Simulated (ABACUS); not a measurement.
ABACUS run on Te (C2/m, 1 atom in the cell; from Materials Project mp-1178932, changed as shown): self-consistent single point.

All values come from this method and carry its errors: PBEsol, PseudoDojo 0.4 standard norm-conserving PBEsol (tails mended) pseudopotentials (plane waves; ABACUS).

The change in words: lattice vector a scaled by 1.01. Reference geometry (R-3m):
```xyz
1
Lattice="2.3059 1.3313 1.6910 -2.3059 1.3313 1.6910 0.0000 -2.6626 1.6910" Properties=species:S:1:pos:R:3 pbc="T T T"
Te     0.0000     0.0000     2.5364
```

Reference input (self-consistent single point, DFT, PBEsol, plane waves, PseudoDojo 0.4 standard norm-conserving PBEsol (tails mended) pseudopotentials): KPT = Gamma 10 10 10 0 0 0; basis_type = pw; ecutwfc = 82.3 Ry; smearing_method = gaussian; smearing_sigma = 0.00999582 Ry; potentials = PseudoDojo 0.4 standard norm-conserving PBEsol (tails mended); symmetry = 1; ks_solver = cg; scf_nmax = 100; scf_thr = 1.0e-09 Ry; mixing_type = pulay. This run's input differs from it in these lines:

```diff
@@ -21,8 +21,8 @@
 LATTICE_CONSTANT
-5.960557
+6.020163
 
 LATTICE_VECTORS
-   0.7310606910    0.4220781272    0.5360972237
-  -0.7310606910    0.4220781272    0.5360972237
-   0.0000000000   -0.8441562544    0.5360972237
+   0.7310606231    0.4220780500    0.5360973330
+  -0.7238224147    0.4178991060    0.5307892925
+   0.0000000000   -0.8357982120    0.5307892925
 
@@ -34,3 +34,3 @@
 1
-   0.0000000000    0.0000000000    4.7931570894 1 1 1
+   0.0217875974    0.0125789619    4.8091347238 1 1 1
 # file: KPT
```

Output (repeated stretches shortened):

```
 SELF-CONSISTENT
 -------------------------------------------
                                 init_chg = atomic

 PW ALGORITHM --------------- ION=   1  ELEC=   1--------------------------------
 Notice: Threshold on eigenvalues was too large.

 Density error is 0.00169618754151
                          Error Threshold = 6.11760021753e-06
 E_KohnSham     -209.2138302637      -2846.5001919906
 E_Fermi        0.7480574953         10.1778443678

 PW ALGORITHM --------------- ION=   1  ELEC=   2--------------------------------

 Density error is 8.94923135102e-05
                          Error Threshold = 1.06011721344e-05
   [... lines left out ...]

 Density error is 1.91390296243e-09
                          Error Threshold = 3.32478719017e-11
 E_KohnSham     -209.2139131011      -2846.5013190511
 E_Fermi        0.7462119084         10.1527338704

 PW ALGORITHM --------------- ION=   1  ELEC=   8--------------------------------

 Density error is 1.08951630437e-10
                          Error Threshold = 1.19618935152e-11
 E_KohnSham     -209.2139131016      -2846.5013190592
 E_KS(sigma->0) -209.2137100356      -2846.4985562040
 E_entropy(-TS) -0.0004061321        -0.0055257105
 E_Fermi        0.7462125749         10.1527429383
 charge density convergence is achieved
 final etot is -2846.5013191 eV
 EFERMI = 10.152742938 eV

 STATE ENERGY(eV) AND OCCUPATIONS    NSPIN == 1
   [... 15 lines left out ...]

 TOTAL-FORCE (eV/Angstrom)
                       Te1         0.0000000000         0.0000000000         0.0000000000

 TOTAL-STRESS (KBAR)
       -10.3827138991        -0.6910444401        -0.5707828195
        -0.6910444401        -9.5847631505        -0.3295417998
        -0.5707828195        -0.3295417998        -6.2226475008
 TOTAL-PRESSURE: -8.730042 KBAR

 --------------------------------------------
 !FINAL_ETOT_IS -2846.5013190592239880 eV
 --------------------------------------------
```

The run converged in 8 iterations. Against the reference run the free energy goes up by 1.2 meV/atom and the pressure goes from -0.32 to -0.87 GPa.

The structure comes from a collection of computed structures, made at another level of theory; the collection holds predicted forms beside known ones.

Cost on one core: very roughly 6 core-minutes.

“Tails mended”: in these copies of the files the far tail of each local potential was reset to the Coulomb form.
